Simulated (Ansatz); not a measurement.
Values for one crystal, relaxed and computed with PBEsol (plane waves, PAW; program Ansatz); other levels are named.

```yaml
volume_per_atom: 17.45 Å³
electronic_character: metallic (no gap)
Density of states at the Fermi level: 0.31 states/eV per atom (mean over ±0.08 eV)
Formation energy from the elements (no fitted shifts): -383 meV/atom
zone_centre_stability: no imaginary mode at Γ
Gap with spin–orbit coupling: none (metallic)
highest_zone_centre_frequency: 253 cm⁻¹
```

Problem. Pick the material that matches.
A. Ge2Pt, Pnnm (Ge on 4g, Pt on 2a)
B. SiRh, CsCl type
C. CoPtO2, R-3m (Pt on 3a, Co on 3b, O on 6c)
D. CuO, Cccm (Cu on 4e, O on 4b)

Solution. A, Ge2Pt, Pnnm (Ge on 4g, Pt on 2a)

The workflow started from a Materials Project entry (that database holds measured and hypothetical structures alike); the Crystallography Open Database files this formula in space group No. 58, but the cells were not matched. Its standing as an ambient phase is unchecked. The cell was relaxed with PBEsol under the symmetry of its start. No spin polarisation was allowed. As this level gives no gap, phonon frequencies hold no LO–TO term and depend on the k-mesh and smearing (Fermi–Dirac, 0.1 eV here). The references are the lowest solids computed at this level, not always the standard phases. Scalar-relativistic: spin–orbit coupling is off unless named, which matters more the heavier the elements.

Potentials: the later of the program's two PAW sets.
